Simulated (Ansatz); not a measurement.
Relaxation of a randomly generated symmetric cell of Au (space group No. 78); 4 atoms in the cell, which starts as P4₃ (No. 78), tP4; a = b = 4.570 Å, c = 3.283 Å, α = β = γ = 90.00°. The numbers are results of PBE (plane waves to 420 eV, PAW, scalar-relativistic; Ansatz, a first-principles code), not measurements. Γ-centred k-mesh 7×7×10 on the run's cell (coarser than for final values), Fermi–Dirac smearing 0.05 eV. This is the first round of the run. 

The optimiser's lines from the output (shortened; P is positive under compression):

```
relax step   1: F+E_penalty+E_count = -52596.01277073 eV  Δ(F+E_penalty+E_count) = +0.000e0 eV  max|allowed force component| = 3.678e0 eV/Å  Δτ_max = 0.0000 Å  P = +92.743 GPa  Ω = 68.569 Å³  (8 SCF iters, dr2 threshold 1.00e-7 eV, accepted)
relax step   2: F+E_penalty+E_count = -52600.72912824 eV  Δ(F+E_penalty+E_count) = -4.716e0 eV  max|allowed force component| = 2.270e0 eV/Å  Δτ_max = 0.0627 Å  P = +37.059 GPa  Ω = 78.867 Å³  (7 SCF iters, dr2 threshold 4.00e-7 eV, accepted)
relax step   3: F+E_penalty+E_count = -52603.05638682 eV  Δ(F+E_penalty+E_count) = -2.327e0 eV  max|allowed force component| = 1.314e0 eV/Å  Δτ_max = 0.1948 Å  P = +8.332 GPa  Ω = 84.246 Å³  (7 SCF iters, dr2 threshold 4.00e-7 eV, accepted)
relax step   4: F+E_penalty+E_count = -52603.80099526 eV  Δ(F+E_penalty+E_count) = -7.446e-1 eV  max|allowed force component| = 2.113e-1 eV/Å  Δτ_max = 0.1947 Å  P = -3.311 GPa  Ω = 85.378 Å³  (7 SCF iters, dr2 threshold 4.00e-7 eV, accepted)
relax step   5: F+E_penalty+E_count = -52603.97639435 eV  Δ(F+E_penalty+E_count) = -1.754e-1 eV  max|allowed force component| = 1.099e-1 eV/Å  Δτ_max = 0.0393 Å  P = -4.510 GPa  Ω = 83.693 Å³  (6 SCF iters, dr2 threshold 4.00e-7 eV, accepted)
relax step   6: F+E_penalty+E_count = -52604.14802658 eV  Δ(F+E_penalty+E_count) = -1.716e-1 eV  max|allowed force component| = 1.041e-1 eV/Å  Δτ_max = 0.0432 Å  P = -4.855 GPa  Ω = 81.677 Å³  (6 SCF iters, dr2 threshold 4.00e-7 eV, accepted)
relax step   7: F+E_penalty+E_count = -52604.35882386 eV  Δ(F+E_penalty+E_count) = -2.108e-1 eV  max|allowed force component| = 4.027e-2 eV/Å  Δτ_max = 0.0132 Å  P = -3.416 GPa  Ω = 79.030 Å³  (6 SCF iters, dr2 threshold 4.00e-7 eV, accepted)
relax step   8: F+E_penalty+E_count = -52604.42977703 eV  Δ(F+E_penalty+E_count) = -7.095e-2 eV  max|allowed force component| = 5.051e-2 eV/Å  Δτ_max = 0.0183 Å  P = +0.162 GPa  Ω = 76.356 Å³  (5 SCF iters, dr2 threshold 4.00e-7 eV, accepted)
relax step   9: F+E_penalty+E_count = -52604.44532429 eV  Δ(F+E_penalty+E_count) = -1.555e-2 eV  max|allowed force component| = 2.394e-2 eV/Å  Δτ_max = 0.0051 Å  P = +0.906 GPa  Ω = 75.908 Å³  (4 SCF iters, dr2 threshold 4.00e-7 eV, accepted)
relax step  10: F+E_penalty+E_count = -52604.44484217 eV  Δ(F+E_penalty+E_count) = +4.821e-4 eV  max|allowed force component| = 2.168e-2 eV/Å  Δτ_max = 0.0095 Å  P = -0.863 GPa  Ω = 76.831 Å³  (4 SCF iters, dr2 threshold 4.00e-7 eV, rejected (line search))
relax step  11: F+E_penalty+E_count = -52604.44671149 eV  Δ(F+E_penalty+E_count) = -1.387e-3 eV  max|allowed force component| = 1.912e-3 eV/Å  Δτ_max = 0.0039 Å  P = +0.004 GPa  Ω = 76.375 Å³  (8 SCF iters, accepted)
relax step  12: F+E_penalty+E_count = -52604.44671519 eV  Δ(F+E_penalty+E_count) = -3.703e-6 eV  max|allowed force component| = 5.274e-5 eV/Å  Δτ_max = 0.0005 Å  P = -0.000 GPa  Ω = 76.374 Å³  (4 SCF iters, dr2 threshold 1.33e-9 eV, accepted)
relax step  13: F+E_penalty+E_count = -52604.46711727 eV  Δ(F+E_penalty+E_count) = -2.040e-2 eV  max|allowed force component| = 9.548e-4 eV/Å  Δτ_max = 0.0000 Å  P = +0.608 GPa  Ω = 76.374 Å³  stress off target by 9.14e-1 GPa  SCF on the basis re-selected at this cell (its energy is not comparable with the rows above)  (8 SCF iters)
relax step  14: F+E_penalty+E_count = -52604.46846891 eV  Δ(F+E_penalty+E_count) = -1.352e-3 eV  max|allowed force component| = 6.374e-4 eV/Å  Δτ_max = 0.0008 Å  P = +0.088 GPa  Ω = 76.721 Å³  (4 SCF iters, dr2 threshold 4.00e-7 eV, accepted)
relax step  15: F+E_penalty+E_count = -52604.46848024 eV  Δ(F+E_penalty+E_count) = -1.133e-5 eV  max|allowed force component| = 1.337e-4 eV/Å  Δτ_max = 0.0003 Å  P = +0.002 GPa  Ω = 76.780 Å³  (4 SCF iters, dr2 threshold 4.31e-8 eV, accepted)
relax step  16: F+E_penalty+E_count = -52604.46861481 eV  Δ(F+E_penalty+E_count) = -1.346e-4 eV  max|allowed force component| = 1.287e-4 eV/Å  Δτ_max = 0.0000 Å  P = +0.001 GPa  Ω = 76.780 Å³  stress off target by 2.54e-3 GPa  SCF on the basis re-selected at this cell (its energy is not comparable with the rows above)  (5 SCF iters)
```

From the first to the last row the energy changes by -2.11 eV/atom and the volume by +12.0 %. The last row is marked as not comparable with the walk above it, whose basis was carried along; it does compare with step 1, since both stand on a basis selected at the nominal cutoff for their own cell.

Energy and pressure jump between steps 12 and 13 at one geometry, where the plane-wave basis was selected anew. While the cell walks, the set of plane waves is carried along, so its effective cutoff drifts with the strain; re-selecting it at 420 eV moved the energy by -0.005 eV/atom and the pressure by 0.6 GPa. Only step 1 and rows on a re-selected basis compare with each other.

Step 10 was rejected by the optimiser.

Later rounds, restarted from the end of this one on a renewed k-mesh, logged 11 more steps. The final structure after all rounds: P4₃2₁2 (No. 96), tP4; a = b = 5.252 Å, c = 2.786 Å, α = β = γ = 90.00°. Between re-selections the logged energies stand on a plane-wave basis carried along with the cell. No spin polarisation in the result.

The run could not lose the symmetry of its start: the end is stationary, and may be a saddle point rather than a minimum.

The relaxed structure here is a generated cell of Au: the first start was made by a random draw of sites in a space group, and the end was not matched to a known phase here, so it may be hypothetical. Known forms of Au include space group No. 225.
